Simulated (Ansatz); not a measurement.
## Structures of MnSb: which is lowest?

Plane-wave DFT in Ansatz with scalar-relativistic PAW potentials, cutoff 500 eV, Γ-centred meshes chosen by cell and gap, Gaussian smearing with energies taken to zero width. Every cell was relaxed (cell and atoms) in a run of its own, within the symmetry of its start. Functional: r2SCAN.

Relaxed structures (starts from databases or built by putting these elements on another compound's sites):
A. Pm-3m, 2 atoms in the computed cell, a = 3.487 Å; sites (symmetry × multiplicity) Mn m-3m × 1, Sb m-3m × 1; start: built
B. P6_3/mmc, 4 atoms in the computed cell, a = 4.147 Å, c = 5.807 Å; sites (symmetry × multiplicity) Mn -3m. × 2, Sb -6m2 × 2; start: database

Question: Rank them by energy. Could pressure change the order?

Answer:
```tsv
structure	group	E − E(lowest) (meV/atom)	V (Å³/atom)	gap on mesh (eV)
B	P6_3/mmc	0.0	21.62	0.00
A	Pm-3m	414	21.21	0.00
```

B is lowest, 414 meV/atom under A. The two lowest differ in volume by under 3 %, too little for a first-order estimate of what pressure does to that pair (other pairs aren't weighed here); with rigid cells even 3 % in favour of the higher one would need about 102 GPa. Other structures may lie lower than all of these, and vibrations aren't counted.

The state reached may not be the lowest one. Spin-orbit coupling is left out, which matters for the bands of heavy elements. Only parallel moments were tried here. Magnetic cells started from one order each; another order can shift an energy by tens of meV per atom.